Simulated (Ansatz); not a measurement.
The start is a generated cell, Ga built in the AFLOW prototype A_cI16_206_c (as in Si). The structure is fully relaxed (lattice and positions, P = 0) with r2SCAN (plane waves to 500 eV, PAW, scalar-relativistic; Ansatz, an electronic-structure program). The first steps use a coarse 7×7×7 k-mesh.

Starting cell:
```
CELL_PARAMETERS angstrom
     -3.36169     3.36169     3.36169
      3.36169    -3.36169     3.36169
      3.36169     3.36169    -3.36169
ATOMIC_POSITIONS crystal
  Ga 0.29980 0.29980 0.29980
  Ga 0.50000 0.00000 0.20020
  Ga 0.00000 0.20020 0.50000
  Ga 0.20020 0.50000 0.00000
  Ga 0.70020 0.70020 0.70020
  Ga 0.50000 0.00000 0.79980
  Ga 0.00000 0.79980 0.50000
  Ga 0.79980 0.50000 0.00000
```

How does the volume change?

+13.2 %, from 19.00 to 21.50 Å³/atom.

How do the shortest distances between atoms change?

The closest pairs of elements (up to four, under 3.6 Å), start → end: Ga–Ga 2.33 → 2.48 Å.

What band gap does the relaxed structure have at this level?

No gap (metallic).

Give the final cell and atomic positions.


Space group Ia-3 (No. 206); a = b = c = 7.0069 Å, α = β = γ = 90.00°

```csv
atom,site,symmetry,x,y,z
Ga,16c,.3.,0.1292,0.1292,0.1292
```
(The calculation used a cell of 8 atoms; values per cell refer to that cell.)

The space group stays Ia-3 (No. 206) (the run could not lower it); the end is AFLOW prototype A_cI16_206_c (as in Si), with 8 atoms in the primitive cell. Final values are on a 10×10×10 k-mesh of the relaxed cell. No spin polarisation in the result.

The run could not lose the symmetry of its start, so the end can be a saddle point.

The relaxed structure here is a generated cell of Ga: the first start was made by placing the elements on the sites of a structure type, and the end was not matched to a known phase here, so it may be hypothetical. Known forms of Ga include space group No. 64.
